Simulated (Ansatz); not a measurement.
## Ca3MgSi2O8 — 17O NMR of the central transition

Cell: a measured structure from the Crystallography Open Database (COD), taken as it stands.

Space group C2/c (No. 15); a = 9.3440, b = 5.3080, c = 13.2900 Å, β = 92.07°.

```csv
site,Wyckoff,site symmetry,x,y,z
Ca1,8f,1,0.6749,0.9800,0.5894
Ca5,4e,2,0.5000,0.4291,0.7500
Mg,4a,-1,0.0000,0.0000,0.0000
Si,8f,1,0.6532,0.9788,0.8631
O13,8f,1,0.5687,0.7137,0.8743
O17,8f,1,0.8068,0.9592,0.9245
O21,8f,1,0.5653,0.1894,0.9258
O25,8f,1,0.6687,0.0863,0.7523
```

One atom of each set is listed; the run and its k-mesh use a cell of 28 atoms with edges of 5.37, 5.37, 13.29 Å.

Method: Kohn–Sham DFT in Ansatz, PBE, plane waves and PAW, scalar-relativistic, 420 eV cutoff, Γ-centred 5×5×2 k-points, Fermi–Dirac smearing 0.02 eV.

17O has I = 5/2 and Q = -25.58 mb (Pyykkö 2018); at 23.5 T its Larmor frequency is ν₀ = 135.7 MHz. Only the quadrupole interaction is simulated: positions count from each site's isotropic chemical shift, and J coupling is left out, as are shift anisotropy and dipolar coupling, which fast spinning averages.

Q: Give C_Q, η, the quadrupolar product P_Q = |C_Q|(1 + η²/3)^½, the second-order isotropic shift and the breadth of the pattern (fast magic-angle spinning) for each O site.

A: 

| site | first shell | C_Q (MHz) | η | P_Q (MHz) | δ_QIS (ppm) | breadth (kHz) |
| --- | --- | --- | --- | --- | --- | --- |
| O13 | 1 Si at 1.62 Å, 1 Mg at 2.14 Å, 1 Ca at 2.31 Å; also 2 Ca at 2.73–2.74 Å | -2.33 | 0.44 | 2.40 | -1.88 | 0.592 |
| O17 | 1 Si at 1.63 Å, 1 Mg at 2.04 Å, angle 170°; also 4 Ca at 2.56–2.99 Å | -2.23 | 0.24 | 2.25 | -1.65 | 0.508 |
| O21 | 1 Si at 1.63 Å, 1 Mg at 2.03 Å, angle 166°; also 4 Ca at 2.51–2.89 Å | -2.06 | 0.20 | 2.07 | -1.40 | 0.429 |
| O25 | 1 Si at 1.59 Å, 2 Ca at 2.24–2.41 Å; also 2 Ca at 3.21–3.27 Å | -2.22 | 0.03 | 2.22 | -1.60 | 0.472 |

δ_QIS = −(ν_Q²/30ν₀²)[I(I+1) − 3/4](1 + η²/3) × 10⁶ ppm with ν_Q = 3|C_Q|/[2I(2I−1)]; it falls as 1/B₀² in ppm, and the breadth as 1/B₀ in kHz.

At O13 and O25 V_zz points along its shortest bond, to Si (within 9°) in each case. At O17 and O21 V_zz points along the line of its two bonds (within 8°) in each case.

At this cell the principal stresses reach 6 GPa in size with PBE, which can matter for small gradients. The largest force is 1.2 eV/Å, so the atoms aren't at the calculated equilibrium and relaxing them would move these values.
